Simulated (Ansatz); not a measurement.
# Is this Zr2H3 structure stable?

The structure comes from a generated guess, relaxed at this level; another structure or a mixture of phases may lie lower.

All numbers below come from Ansatz, DFT PBE, scalar-relativistic, plane waves, PAW. The final run on the 5-atom cell used 420 eV, a Γ-centred 12×12×8 mesh, 0.10 eV smearing and no spin polarisation.

```
Zr H
1.0
     3.24847    0.00000    0.00000
    -1.62423    2.81326    0.00000
     0.00000    0.00000    5.70529
Zr H
2 3
Direct
  0.33333 0.66667 0.23707
  0.66667 0.33333 0.76293
  0.00000 0.00000 0.00000
  0.33333 0.66667 0.60725
  0.66667 0.33333 0.39275
```

Energies over the elements count from the elements' standard structures at the same level (H₂ as a molecule), with no fitted energy shifts.

Question: These tests were run: energy against the elements; phonons on a 3×3×1 q mesh. What do they show?

Answer:

```tsv
test	result
energy against the elements	−0.43 eV/atom
phonons on a 3×3×1 q mesh	no imaginary mode on the mesh
```

It fails none of these tests. Whether a mixture of other phases lies lower isn't tested here.

With hydrogen, zero-point motion can shift formation energies by some tens of meV/atom. The run for the phonons used a 12×12×8 k mesh and Fermi–Dirac smearing of 0.15 eV. Another cell of Zr2H3 relaxed alike, in R3m, lies 16 meV/atom lower, so this cell isn't the stable form at this level.
